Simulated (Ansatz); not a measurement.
Input and steps of a relaxation of cell and atoms on Zn₂AsP₃ in the borrowed Cu2GeS3 type (No. 44) (the plane-wave code Ansatz, r2SCAN+rVV10). The starting cell comes from a relaxation with PBEsol.

```yaml
crystal:
  lattice:
    - [-1.9348277485, 5.6953578995, 2.6790566604]
    - [1.9348277485, -5.6953578995, 2.6790566604]
    - [1.9348277485, 5.6953578995, -2.6790566604]
  atoms:
    - { symbol: Zn, position: [0.4268245694, 0.2593062314, 0.1675183381] }
    - { symbol: Zn, position: [0.0917878933, 0.2593062314, 0.8324816619] }
    - { symbol: As, position: [0.7385792685, 0.2385792685, 0.5] }
    - { symbol: P, position: [0.3332443144, 0.0004171383, 0.3328271761] }
    - { symbol: P, position: [0.6675899622, 0.0004171383, 0.6671728239] }
    - { symbol: P, position: [0.0009719823, 0.0009719823, 0.0] }
kpoints:
  mp_grid: { grid: [8, 8, 8] }
hamiltonian:
  xc: r2scan
  dispersion: rvv10
scf:
  occupations: { method: fermi_dirac, width: 0.03 }
relax:
  f_tol: 0.01
  cell: {}
  max_steps: 120
output:
  write_density: true
  write_potential: true
  elf: true
  volumetric_format: npy
```

The trajectory has 4 recorded frames, each with positions in Å and forces in eV/Å. The last, and any step after a large change of cell, is solved on a basis re-selected at its cell; pressure is positive in compression.

Step 1: energy 0.0 meV/atom from step 1, largest force component 0.170 eV/Å, pressure +0.24 GPa
```xyz
6
Lattice="-1.9348 5.6954 2.6791 1.9348 -5.6954 2.6791 1.9348 5.6954 -2.6791" Properties=species:S:1:pos:R:3:forces:R:3 pbc="T T T"
Zn    0.0000    1.9082    1.3894    0.0000    0.0234    0.0113
Zn    1.9348    3.7872   -1.2897    0.0000   -0.0234    0.0113
As    0.0000    5.6954    1.2783    0.0000    0.0000   -0.1699
P     0.0000    3.7911    0.0022    0.0000    0.1290    0.0799
P     0.0000    7.5996    0.0022    0.0000   -0.1290    0.0799
P     0.0000    0.0000    0.0052    0.0000    0.0000   -0.0126
```

Task: How does the relaxation go on, and where does it end?

Result:
Step 2: energy -0.6 meV/atom from step 1, largest force component 0.046 eV/Å, pressure +0.09 GPa
```xyz
6
Lattice="-1.9277 5.7079 2.6895 1.9277 -5.7079 2.6895 1.9277 5.7079 -2.6895" Properties=species:S:1:pos:R:3:forces:R:3 pbc="T T T"
Zn    0.0000    1.9142    1.3924    0.0000    0.0182    0.0040
Zn    1.9277    3.7937   -1.2971    0.0000   -0.0182    0.0040
As    0.0000    5.7079    1.2748    0.0000    0.0000   -0.0395
P     0.0000    3.8050    0.0083    0.0000    0.0456    0.0367
P     0.0000    7.6109    0.0083    0.0000   -0.0456    0.0367
P     0.0000    0.0000    0.0065    0.0000    0.0000   -0.0419
```

Step 3: energy -0.6 meV/atom from step 1, largest force component 0.007 eV/Å, pressure +0.01 GPa
```xyz
6
Lattice="-1.9272 5.7051 2.6957 1.9272 -5.7051 2.6957 1.9272 5.7051 -2.6957" Properties=species:S:1:pos:R:3:forces:R:3 pbc="T T T"
Zn    0.0000    1.9142    1.3962    0.0000    0.0059    0.0012
Zn    1.9272    3.7910   -1.2994    0.0000   -0.0059    0.0012
As    0.0000    5.7051    1.2753    0.0000    0.0000    0.0019
P     0.0000    3.8063    0.0115    0.0000   -0.0072   -0.0027
P     0.0000    7.6040    0.0115    0.0000    0.0072   -0.0027
P     0.0000    0.0000    0.0013    0.0000    0.0000    0.0011
```

Step 4: energy -0.7 meV/atom from step 1, largest force component 0.007 eV/Å, pressure +0.01 GPa
```xyz
6
Lattice="-1.9272 5.7051 2.6957 1.9272 -5.7051 2.6957 1.9272 5.7051 -2.6957" Properties=species:S:1:pos:R:3:forces:R:3 pbc="T T T"
Zn    0.0000    1.9142    1.3962    0.0000    0.0059    0.0012
Zn    1.9272    3.7910   -1.2994    0.0000   -0.0059    0.0012
As    0.0000    5.7051    1.2753    0.0000    0.0000    0.0019
P     0.0000    3.8063    0.0115    0.0000   -0.0073   -0.0027
P     0.0000    7.6040    0.0115    0.0000    0.0073   -0.0027
P     0.0000    0.0000    0.0013    0.0000    0.0000    0.0011
```

In 3 steps the volume changed by +0.4 %; between the first SCF and the last, each on a basis chosen for its cell, the energy fell by 0.7 meV an atom. At the end: the symmetry is Imm2 (No. 44, orthorhombic); a = 3.854 Å, b = 11.410 Å, c = 5.391 Å in the conventional setting, 19.76 Å³ an atom. Zn is surrounded by 4 P at 2.33–2.37 Å; As is surrounded by 4 P at 2.28–2.39 Å; P is surrounded by 1 As at 2.28 Å and 3 Zn at 2.33–2.34 Å; P is surrounded by 2 Zn at 2.37 Å and 2 As at 2.39 Å.

Run as `ansatz run input.yaml --threads 2 --pin off --max-ram 29491MiB --backend cpu --events-out ev --progress --plain --runs-dir out`. It took 3 min on 2 threads of AMD EPYC 7R13 Processor (Zen 3), with other jobs on the host, load about 2.1 per core; peak host memory 1.1 GiB.

These are computed values for a spin-unpolarised cell that may be hypothetical; none is a measurement.

Overlapping bands make a metal at that level, for which these meshes are coarse; small forces, stresses and energy differences are uncertain. A small overlap in a semilocal functional can be an artefact that a hybrid or GW lifts.
